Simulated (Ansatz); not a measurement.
Hf:
```cif
data_Hf
_chemical_formula_sum 'Hf1'
_space_group_name_H-M_alt 'P 1'
_space_group_IT_number 1
_cell_length_a 3.02296
_cell_length_b 3.02296
_cell_length_c 3.02296
_cell_angle_alpha 109.471
_cell_angle_beta 109.471
_cell_angle_gamma 109.471
loop_
_space_group_symop_operation_xyz
  'x, y, z'
loop_
_atom_site_label
_atom_site_type_symbol
_atom_site_fract_x
_atom_site_fract_y
_atom_site_fract_z
_atom_site_occupancy
Hf1 Hf 0.00000 0.00000 0.00000 1
```

Relaxed with PBEsol.

Q: Which orbitals make up the states near the Fermi level in DFT-PBEsol in the program Ansatz with PAW potentials?

A: Within 0.5 eV of the Fermi level: Hf 5d 88 %, Hf 6s 6 %. Projections are on Löwdin-orthogonalised atomic valence shells; empty p or d shells of many metals are not among them.

Q: Tabulate the density of states.

A: States/eV per cell of 1 atom, in 0.25 eV bins, energy from the Fermi level.

```
E (eV)  total  Hf 5d  Hf 6s  Hf 5p
------  -----  -----  -----  -----
-7.85    0.00   0.00   0.00   0.00
-7.60    0.00   0.00   0.00   0.00
-7.35    0.00   0.00   0.00   0.00
-7.10    0.02   0.00   0.02   0.00
-6.85    0.04   0.00   0.04   0.00
-6.60    0.06   0.00   0.05   0.00
-6.35    0.07   0.00   0.07   0.00
-6.10    0.09   0.00   0.08   0.00
-5.85    0.10   0.00   0.09   0.00
-5.60    0.12   0.01   0.10   0.00
-5.35    0.13   0.01   0.11   0.00
-5.10    0.15   0.02   0.12   0.00
-4.85    0.17   0.03   0.14   0.01
-4.60    0.19   0.04   0.15   0.01
-4.35    0.22   0.05   0.16   0.01
-4.10    0.26   0.08   0.17   0.01
-3.85    0.33   0.13   0.19   0.01
-3.60    0.49   0.26   0.21   0.01
-3.35    0.65   0.41   0.21   0.01
-3.10    0.64   0.43   0.19   0.01
-2.85    0.64   0.45   0.17   0.01
-2.60    0.77   0.60   0.15   0.01
-2.35    0.90   0.75   0.12   0.02
-2.10    1.18   1.04   0.11   0.02
-1.85    0.73   0.66   0.05   0.01
-1.60    0.52   0.48   0.03   0.01
-1.35    0.39   0.37   0.01   0.01
-1.10    0.39   0.37   0.01   0.01
-0.85    1.07   1.02   0.01   0.02
-0.60    2.22   2.13   0.02   0.03
-0.35    1.85   1.73   0.04   0.03
-0.10    1.78   1.60   0.08   0.03
0.15     1.87   1.58   0.15   0.02
0.40     1.77   1.45   0.17   0.02
0.65     1.21   1.01   0.08   0.01
0.90     0.94   0.79   0.04   0.01
1.15     0.73   0.64   0.02   0.00
1.40     0.47   0.45   0.01   0.00
1.65     0.21   0.20   0.01   0.00
1.90     0.25   0.23   0.01   0.00
2.15     0.32   0.30   0.01   0.00
2.40     0.55   0.51   0.02   0.00
2.65     0.68   0.63   0.02   0.00
2.90     0.73   0.68   0.02   0.00
3.15     0.79   0.74   0.02   0.00
3.40     0.86   0.81   0.02   0.00
3.65     0.96   0.91   0.02   0.00
3.90     1.14   1.08   0.02   0.00
4.15     1.12   1.06   0.02   0.00
4.40     1.20   1.14   0.02   0.00
4.65     1.17   1.12   0.02   0.00
```

Space group Im-3m (bcc (W type)). This is a known high-temperature phase of the composition, computed here at zero pressure and temperature. Symmetry was held in the PBEsol relaxation. At this level the phase is mechanically unstable. No spin polarisation was allowed. Scalar-relativistic: spin–orbit coupling is off unless named, which matters more the heavier the elements.

Potentials: the earlier of the program's two PAW sets. The files were generated under PBE; for other functionals the program regenerates the frozen cores, and for LDA and PBEsol the local potential too.
